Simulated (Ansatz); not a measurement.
AlN:
```cif
data_Al4N4
_chemical_formula_sum 'Al4 N4'
_space_group_name_H-M_alt 'Fm-3m'
_space_group_IT_number 225
_space_group_name_Hall '-F 4 2 3'
_cell_length_a 4.01022
_cell_length_b 4.01022
_cell_length_c 4.01022
_cell_angle_alpha 90.000
_cell_angle_beta 90.000
_cell_angle_gamma 90.000
loop_
_atom_site_label
_atom_site_type_symbol
_atom_site_symmetry_multiplicity
_atom_site_Wyckoff_symbol
_atom_site_fract_x
_atom_site_fract_y
_atom_site_fract_z
_atom_site_occupancy
Al1 Al 4 b 0.50000 0.50000 0.50000 1
N1 N 4 a 0.00000 0.00000 0.00000 1
```
(The calculation used a cell of 2 atoms; values per cell refer to that cell.)

Relaxed with LDA.

Question: Which orbitals make up the states near the band edges in plane-wave PAW LDA (Ansatz code)?

Answer: Top 1 eV of the valence band: N 2p 94 %. Bottom 1 eV of the conduction band: Al 3s 58 %, Al 3p 8 %, N 2s 7 %, outside the projected shells 25 %. Projections are on Löwdin-orthogonalised atomic valence shells; empty p or d shells of many metals are not among them.

Question: Tabulate the density of states.

Answer: States/eV per cell of 2 atoms, in 0.25 eV bins, energy from the valence-band maximum.

```tsv
E (eV)	total	N 2p	Al 3p	Al 3s
-7.85	0.26	0.17	0.02	0.06
-7.60	0.33	0.22	0.03	0.07
-7.35	0.53	0.33	0.10	0.08
-7.10	0.75	0.47	0.16	0.09
-6.85	1.13	0.70	0.27	0.10
-6.60	1.15	0.72	0.24	0.11
-6.35	0.78	0.49	0.13	0.08
-6.10	0.43	0.27	0.06	0.04
-5.85	0.37	0.23	0.04	0.04
-5.60	0.51	0.33	0.09	0.04
-5.35	0.54	0.35	0.10	0.04
-5.10	0.56	0.37	0.11	0.04
-4.85	0.56	0.38	0.11	0.03
-4.60	0.58	0.39	0.11	0.03
-4.35	0.58	0.40	0.11	0.03
-4.10	0.57	0.40	0.11	0.02
-3.85	0.62	0.44	0.11	0.03
-3.60	0.71	0.52	0.11	0.04
-3.35	0.78	0.58	0.11	0.04
-3.10	0.90	0.69	0.13	0.04
-2.85	1.14	0.90	0.16	0.04
-2.60	1.18	0.95	0.16	0.04
-2.35	1.17	0.96	0.14	0.03
-2.10	1.18	0.99	0.13	0.02
-1.85	1.19	1.02	0.11	0.02
-1.60	1.19	1.06	0.09	0.01
-1.35	1.24	1.12	0.07	0.01
-1.10	1.06	0.98	0.04	0.00
-0.85	0.71	0.66	0.03	0.00
-0.60	0.53	0.50	0.02	0.00
-0.35	0.37	0.35	0.01	0.00
-0.10	0.15	0.14	0.01	0.00
0.15	0.00	0.00	0.00	0.00
0.40	0.00	0.00	0.00	0.00
0.65	0.00	0.00	0.00	0.00
0.90	0.00	0.00	0.00	0.00
1.15	0.00	0.00	0.00	0.00
1.40	0.00	0.00	0.00	0.00
1.65	0.00	0.00	0.00	0.00
1.90	0.00	0.00	0.00	0.00
2.15	0.00	0.00	0.00	0.00
2.40	0.00	0.00	0.00	0.00
2.65	0.00	0.00	0.00	0.00
2.90	0.00	0.00	0.00	0.00
3.15	0.00	0.00	0.00	0.00
3.40	0.00	0.00	0.00	0.00
3.65	0.00	0.00	0.00	0.00
3.90	0.00	0.00	0.00	0.00
4.15	0.00	0.00	0.00	0.00
4.40	0.00	0.00	0.00	0.00
4.65	0.00	0.00	0.00	0.00
4.90	0.04	0.00	0.00	0.03
5.15	0.10	0.00	0.01	0.07
5.40	0.16	0.00	0.01	0.09
5.65	0.23	0.01	0.02	0.11
5.90	0.27	0.01	0.04	0.12
6.15	0.33	0.01	0.05	0.14
6.40	0.43	0.02	0.08	0.15
6.65	0.57	0.03	0.14	0.17
6.90	0.71	0.04	0.20	0.19
7.15	0.91	0.06	0.28	0.21
7.40	1.21	0.10	0.40	0.23
7.65	1.21	0.12	0.39	0.25
7.90	1.23	0.14	0.35	0.30
8.15	1.14	0.14	0.31	0.33
8.40	0.65	0.08	0.18	0.16
8.65	0.51	0.07	0.13	0.12
8.90	0.45	0.06	0.10	0.11
9.15	0.67	0.10	0.18	0.17
9.40	1.00	0.16	0.33	0.26
```

This is a known high-pressure phase of the composition, computed here at zero pressure and temperature. The cell was relaxed with LDA under the symmetry of its start; phonons on a q-mesh show no instability. The volume moved by -39 % from the start of the relaxation.

Potentials: the earlier of the program's two PAW sets.
